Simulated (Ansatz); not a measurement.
Sb (A7 type, space group R-3m)

Space group R-3m, hexagonal axes (No. 166); a = b = 4.328 Å, c = 11.344 Å, α = β = 90.00°, γ = 120.00°

```
atom  site  symmetry       x       y       z
----  ----  --------  ------  ------  ------
Sb      6c        3m  0.0000  0.0000  0.2332
```
(The calculation used a cell of 2 atoms; values per cell refer to that cell.)

This relaxed cell (volume V₀) is scaled evenly in all directions, its shape held. The atoms relax within the cell's symmetry.

Method: r2SCAN+rVV10 (plane waves to 500 eV, PAW, scalar-relativistic; Ansatz, a quantum-chemistry and plane-wave program). k mesh 13×13×13 (Γ-centred), Fermi-Dirac smearing 0.05 eV. Energies are smeared free energies. Compression counts positive. Sb was relaxed with its symmetry unable to fall. Spin-orbit coupling is left out, though Sb is heavy. ΔE is measured from the relaxed starting cell.

```csv
V (Å³/cell),ΔE (meV/atom),P (GPa)
51.53,(withheld),(withheld)
53.98,(withheld),7.0
56.43,30,4.2
58.89,7,1.9
61.34,0,0.0
63.79,6,-1.6
66.25,23,-2.8
68.70,49,-3.8
71.16,(withheld),-4.6
```

Q: Complete the blanks.

A: 
- 51.53, ΔE (meV/atom): 139
- 51.53, P (GPa): 10.4
- 53.98, ΔE (meV/atom): 72
- 71.16, ΔE (meV/atom): 81

(A scan under strain: stresses follow from slopes of the energy per volume, elastic moduli from its curvatures.)
